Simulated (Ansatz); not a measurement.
Crystals of one structure type (Cu3Au type) and one family of elements, relaxed and computed with LDA in the plane-wave PAW code Ansatz.

| crystal | V (Å³/atom) | K_Hill (GPa) |
|---|---|---|
| SiNi3 | 10.07 | 259 |
| Ni3Sn | 12.04 | 208 |
| SnPd3 | 15.27 | 196 |
| SnPt3 | 15.76 | ? |

Question: Fit a straight line to ln K against ln V and predict the withheld value.

Answer: Least squares on the 3 shown rows: ln K = -0.65 × ln V + (7.021), with a scatter of 5 %. For SnPt3 this gives 187. The run itself gave 245, outside the scatter: the line misses something about this case.

Standing as an ambient phase not checked: Ni3Sn, Cu3Au type; SnPd3, Cu3Au type; SnPt3, Cu3Au type. All cells were relaxed under the symmetry of their starts (and spin orders); stability against distortions was not tested throughout. Rows with no word on spin ran without spin polarisation. Spin–orbit coupling is left out wherever it is not named.

Potentials: the later of the program's two PAW sets.
